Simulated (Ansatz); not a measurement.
**Surface calculation: hcp Ru (10-10), 6 layers**

The slab is cut from the hcp crystal, the stable phase, as relaxed on PAW files (13.09 Å³/atom), with 16 Å of vacuum and a dipole correction:

```
Ru
1.0
     2.67522    0.00000    0.00000
     0.00000    4.22445    0.00000
     0.00000    0.00000   21.40590
Ru
6
Direct
  0.75000 0.75000 0.37373
  0.25000 0.25000 0.40981
  0.25000 0.75000 0.48196
  0.75000 0.25000 0.51804
  0.75000 0.75000 0.59019
  0.25000 0.25000 0.62627
```

All numbers are LDA results (scalar-relativistic) from Ansatz 0.2.0, with a Γ-centred 14×9×1 k mesh, Fermi–Dirac smearing of 0.1 eV, no spin polarisation. Methods: LAPW: all electrons, basis error target 1 meV/atom; PAW: frozen-core files, cutoff 420 eV.

The bulk energy comes from a cell in the slab's orientation on a 14×9×8 mesh. The surface energy is (E(slab) − N·E(bulk))/2A at zero smearing, the mean of both faces; thin slabs carry quantum-size effects.

The PAW files were made under PBE.

Task: As cut, the LAPW slab lies 5.171 eV above 6 atoms of bulk. What surface energy is that?

Result: Over two faces of 11.30 Å² it is 228.8 meV/Å², and times 16.02 J/m² per eV/Å² that gives γ = 3.665 J/m².

Task: What do relaxation and the other method give, and what work function comes out?

Result: 

```csv
method,γ as cut (J/m²),γ relaxed (J/m²),Φ as cut (eV),Φ relaxed (eV)
LAPW,3.665,3.551,5.15,5.20
PAW,3.664,3.548,5.14,5.20
```

Task: How do the spacings between the planes relax?

Result: From the bottom face up: d12 -18.0 % of 0.772 Å, d23 +2.1 % of 1.545 Å, d34 -6.0 % of 0.772 Å, d45 +2.1 % of 1.545 Å, d56 -18.0 % of 0.772 Å.

Task: A 3d core hole is made on one atom of each kind in every 1×1 cell (PAW hole dataset, neutral cell, valence without spin). What does it cost by layer?

Result: layer 1 279.18 eV, layer 2 279.44 eV, layer 3 279.81 eV. Shifts between layers mean more than the absolute values, and a whole layer of holes screens otherwise than one hole.

Task: In the relaxed 1×1 cell, replace the outer, then the middle Ru by Rh, which changes a whole layer. What shift does this Z+1 picture give?

Result: E(outer) − E(middle) = -0.54 eV by LAPW and -0.54 eV by PAW; a positive value puts the surface line at higher binding energy.
